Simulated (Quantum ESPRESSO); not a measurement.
## Hf2Si2O8 (a curve over one atom's position)

Simulated, not a measurement. The program is pw.x of Quantum ESPRESSO 7.5 (plane-wave density functional theory). The cell is made up: 12 atoms on a fluorite lattice, with randomly drawn elements, strain and displacements, not relaxed. PseudoDojo standard norm-conserving files (v0.5 for PBE, v0.4.1 for LDA and PBEsol) set the functional; there is no spin polarisation, spin-orbit coupling or dispersion term, and the masses in the input are unused placeholders. A spin-polarised start on this cell or one of its family kept no moment.

The hafnium pseudopotential is less sure than the others, with forces about 3 percent (worst 6) and pressure in oxides about 1.5 GPa (worst 2.7) from a second method in checks, which no rerun with the same files tests.

Seven runs move atom 2 (Si, counted in the order of the input) along z and keep all else fixed.

Input of the run at -0.0026:

```
&control calculation='scf', pseudo_dir='./dojo.nc.sr.pbe.v0_5.standard.upf', outdir='./o', disk_io='low', tprnfor=.true., tstress=.true. /
&system ibrav=0, nat=12, ntyp=3, nbnd=50, ecutwfc=84.00895049, nosym=.true., tot_charge=0,
 occupations='smearing', smearing='fd', degauss=0.0073498644
/
&electrons conv_thr=7.350e-09, electron_maxstep=60, /
ATOMIC_SPECIES
Hf 1.0 Hf.upf
O 1.0 O.upf
Si 1.0 Si.upf
CELL_PARAMETERS angstrom
4.8638 0.0 0.0
0.0 4.8638 0.0
0.0 0.0 4.8638
ATOMIC_POSITIONS angstrom
Hf -0.0605 0.0553 -0.008
Si -0.0081 2.3231 2.4102
Hf 2.4039 0.0687 2.4784
Si 2.4115 2.3327 -0.0263
O 1.2304 1.1067 1.1101
O 1.3065 1.2999 3.7731
O 1.3517 3.4546 1.1832
O 1.3022 3.5603 3.6524
O 3.5708 1.2083 1.2567
O 3.6847 1.1864 3.6454
O 3.6749 3.6196 1.2803
O 3.7009 3.5924 3.6849
K_POINTS automatic
7 7 7 1 1 1
```

```
shift of atom 2 along z (Å)  free energy less that of the input shown (eV)  Fx on atom 2 (eV/Å)  Fy on atom 2 (eV/Å)  Fz on atom 2 (eV/Å)  pressure (GPa)  iterations
                    -0.1142                                        -0.0222               -0.281                2.876               -0.084            7.50          14
                    -0.0756                                        -0.0173               -0.302                2.897               -0.165            7.39          14
                    -0.0026                                         0.0000               -0.318                2.945               -0.307            7.32          14
                    +0.0393                                         0.0145               -0.312                2.977               -0.386            7.36          14
                    +0.0515                                         0.0194               -0.309                2.987               -0.409            7.38          13
                    +0.1084                                         0.0458               -0.281                3.038               -0.522            7.55          14
```

Question: one run is left out of the table, at -0.0947. Estimate its Fz on atom 2 (eV/Å).

Answer: -0.126. The whole row:

```
shift of atom 2 along z (Å)  free energy less that of the input shown (eV)  Fx on atom 2 (eV/Å)  Fy on atom 2 (eV/Å)  Fz on atom 2 (eV/Å)  pressure (GPa)  iterations
                    -0.0947                                        -0.0201               -0.293                2.886               -0.126            7.44          14
```

A cubic fit gives dFz/dz = -1.88 eV/Å² at zero shift. Across the table the free energy follows the integral of the force to within 0.1 meV. A rerun of one of the cells at 1437 eV and a 9 x 9 x 9 mesh moved values by no more than 0.003 eV in energy, 0.05 GPa in stress and 0.004 eV/Å in force.